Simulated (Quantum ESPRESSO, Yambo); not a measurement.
## Levels of theory for the gap of Rb$_{3}$CoF$_{6}$

Rb₃CoF₆ (space group Fm-3m, No. 225): one geometry, one set of PBEsol (pw.x of Quantum ESPRESSO, ONCV potentials, without SOC) orbitals, self-energies from Yambo (2×2×2 Γ-centred k mesh, bands 5 to 333 and a 8 Ry block in the screening, 333 bands in G with the Bruneval-Gonze terminator, plasmon pole fitted at 27.2 eV).

The geometry is that of Materials Project entry mp-1113630, symmetrised and not relaxed again.

| level | gap X → X (eV) | rough Yambo cost |
|---|---|---|
| PBEsol (Quantum ESPRESSO) | 1.32 | – |
| exchange only (Hartree-Fock self-energy on PBEsol orbitals) | 17.65 | about 1/20 (6 states) |
| static COHSEX@PBEsol | 6.32 | within a factor of two (2 states) |
| G0W0@PBEsol, plasmon pole | 4.97 | 1 (6 states) |

Bare exchange has no screening and gives the widest gap; static COHSEX screens it but leaves out the frequency dependence, which G0W0 restores.

Costs are rough ratios of core time on shared machines.

Nearest settings tried, and what they do to the gap: 217 bands in G: -5 meV; 129 bands in W, 129 bands in G: +34 meV; 7 Ry block (387 vectors against 531): +94 meV. Not varied: mesh. So the settings aren't converged at that level. The k mesh is coarse.

The 3d shell has no Hubbard U; the runs are without spin polarisation, and magnetic order was not tried.

The structure is a Materials Project entry; no match was found in the copy of COD used, and its stability was not checked.
